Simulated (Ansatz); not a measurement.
Total density of states per atom from PBE in the plane-wave PAW code Ansatz, in 0.25 eV bins, energy from the valence-band maximum:

(E (eV), states/eV/atom): (-5.61, 0.00); (-5.36, 0.73); (-5.11, 3.58); (-4.86, 1.60); (-4.61, 3.29); (-4.36, 4.12); (-4.11, 0.00); (-3.86, 0.00); (-3.61, 0.00); (-3.36, 0.13); (-3.11, 1.01); (-2.86, 0.60); (-2.61, 0.57); (-2.36, 0.98); (-2.11, 1.22); (-1.86, 1.47); (-1.61, 1.35); (-1.36, 1.16); (-1.11, 0.84); (-0.86, 0.56); (-0.61, 1.02); (-0.36, 3.88); (-0.11, 1.21); (0.14, 0.00); (0.39, 0.00); (0.64, 0.00); (0.89, 0.00); (1.14, 0.00); (1.39, 0.00); (1.64, 0.00); (1.89, 0.00); (2.14, 0.00); (2.39, 0.00); (2.64, 0.00); (2.89, 0.00); (3.14, 0.01); (3.39, 0.02); (3.64, 0.03); (3.89, 0.03); (4.14, 0.04); (4.39, 0.05); (4.64, 0.06); (4.89, 0.07); (5.14, 0.08); (5.39, 0.10); (5.64, 0.11); (5.89, 0.13); (6.14, 0.15); (6.39, 0.19); (6.64, 0.25); (6.89, 0.36); (7.14, 0.36); (7.39, 0.40); (7.64, 0.21)

### Question
Which compound is it?
(A) PbF2, fluorite
(B) CdF2, fluorite
(C) YGe2, fluorite
(D) TeO2, fluorite

### Answer
B, CdF2, fluorite. Top 1 eV of the valence band: F 2p 89 %, Cd 4d 10 %. Bottom 1 eV of the conduction band: Cd 5s 77 %, F 2s 14 %, F 2p 9 %. Projections are on Löwdin-orthogonalised atomic valence shells; empty p or d shells of many metals are not among them.

Space group Fm-3m (fluorite). Symmetry was held in the PBE relaxation. Spin–orbit coupling is left out wherever it is not named.

Potentials: the later of the program's two PAW sets.
